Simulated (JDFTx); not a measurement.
Reference run:

System: Mg(0001) (P6_3/mmc bulk; lattice of mp-153, not re-optimised at this level), 1x1 cell of 4 atoms in 4 planes, area 8.71 Å² a face, 7.7 Å between the outermost planes in a cell 23.7 Å high; k mesh 8×8×1, Fermi width 0.01 Ha, no spin polarisation.

Reference level: PBE, GBRV ultrasoft potentials, plane waves to 20/100 Ha, in a modified build of JDFTx. Unrelaxed; liquid: CANDLE, water, 1 M NaF. Potentials refer to SHE, placed 4.44 V below the bulk liquid's zero by convention. At negative charge CANDLE's numbers also depend on the cell height, by up to tenths of a volt.

Settings tried: 15.7 Å; 17.7 Å; 19.7 Å; 23.7 Å; 31.7 Å; 39.7 Å.

Question: Which is the cheapest setting from which the work function and U_pzc both stay within 0.03 (eV, V) of the last one?

Answer: 17.7 Å, at roughly 0.2 of the last row's time. Over the whole series the work function spans 0.05 eV and U_pzc 0.04 V.

| cell height | work function (eV) | U_pzc (V) | mean C below U_pzc (μF/cm²) | k states × plane waves | cycles, vacuum run | rough core time, vacuum run |
|---|---|---|---|---|---|---|
| 15.7 Å | 3.85 | -1.02 | 22 over 0.5 V | 10 × 3942 | 14 | 70 s |
| 17.7 Å | 3.81 | -1.05 | 24 over 0.5 V | 10 × 4445 | 14 | 60 s |
| 19.7 Å | 3.80 | -1.05 | 27 over 0.5 V | 10 × 4947 | 16 | 2 min |
| 23.7 Å | 3.80 | -1.06 | 33 over 0.5 V | 10 × 5952 | 19 | 3 min |
| 31.7 Å | 3.80 | -1.06 | 40 over 0.5 V | 10 × 7963 | 25 | 3 min |
| 39.7 Å | 3.80 | -1.06 | 44 over 0.5 V | 10 × 9980 | 29 | 6 min |

Core times come from shared machines and are rough, one run each.
